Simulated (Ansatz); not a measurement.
Trial structures of ZrWS3: starts and ends

Method: DFT PBE, scalar-relativistic, plane waves, PAW in Ansatz. All cells share a 420 eV cutoff and Γ-centred k meshes spaced at most about 0.3 Å⁻¹ (about 0.25 or finer for metals, 2π included). Collinear spin in cells that started with moments and kept them past the coarse steps, no spin elsewhere.

Each guess was relaxed in cell and atoms at zero pressure, within the symmetry of its start. These are static total energies at zero pressure. Coordination counts S atoms around W and Zr (those within 1.25 times the shortest such distance or 1.15 times the sum of covalent radii; a plus sign parts nearer from farther groups; the shortest distance is added where it is long for a bond).

```tsv
guess	made from	start group	V start (Å³/atom)	end group	V end (Å³/atom)	coordination at the end	gap on mesh (eV)	largest moment (μB)	E over the lowest end (meV/atom)
1	random cell	Amm2	22.9	P-6m2	20.4	Zr 6, W 3+2	0	-	0
2	Ca3GeO type	Pm-3m	22.1	Pm-3m (cubic perovskite)	23.8	Zr 6, W 12 from 3.5 Å	0	3.7	1244
3	random cell	Cmmm	21.9	Cmmm	24.4	Zr 2, W 4	0	-	1035
4	random cell	Cmmm	25.5	?	?	?	?	?	?
5	YbRh3C type	Pm-3m	19.3	Pm-3m (cubic perovskite)	20.1	Zr 12, W 6	0	1.1	786
```

Guess 4 as it starts:

```
Zr W S
1.0
     2.64576   -4.20490    0.00000
     2.64576    4.20490    0.00000
     0.00000    0.00000    5.72473
Zr W S
1 1 3
Direct
  0.50000 0.50000 0.00000
  0.50000 0.50000 0.50000
  0.25391 0.74609 0.50000
  0.74609 0.25391 0.50000
  0.00000 0.00000 0.50000
```

Task: Fill in the missing row: what does this guess relax into, and where does it rank?

Result: It ends in space group Cmmm (No. 65), with a = 4.651 Å, b = 11.237 Å, c = 4.974 Å, 26.0 Å³/atom and no gap, with moments up to 0.0 μB. It lies 1.26 eV/atom over the lowest end, above guess 2 and so the highest of the set. Counting S atoms around W and Zr, this end has Zr 8 from 3.4 Å, W 4 and the lowest (guess 1) has Zr 6, W 3+2.

Space group Cmmm (No. 65). a = 4.651 Å, b = 11.237 Å, c = 4.974 Å, α = 90.00°, β = 90.00°, γ = 90.00°
```csv
atom,site,symmetry,x,y,z
Zr,2b,mmm,0.5000,0.0000,0.0000
W,2c,mmm,0.5000,0.0000,0.5000
S,4j,m2m,0.0000,0.7178,0.5000
S,2d,mmm,0.0000,0.0000,0.5000
```

Energies over the elements count from the elements' standard structures at the same level, with no fitted energy shifts.

Task: Is the lowest end bound against the elements?

Result: Yes: its formation energy is −0.75 eV/atom. Whether it is stable depends on the other phases of the system, which aren't compared here.

The k mesh leaves some 4 meV/atom of noise in the energy of each metallic cell. Spin–orbit coupling, which can matter for W, is left out. A magnetic state wasn't ruled out in cells without spin, among them P-6m2. The reference form of S is held partly by dispersion forces, which this level lacks. The magnetic state reached may not be the lowest. Cells relaxed within their symmetry can be saddle points. A lower structure may well exist outside this small set. Some types were kept out of the candidates beforehand, so the set may lack a known form.
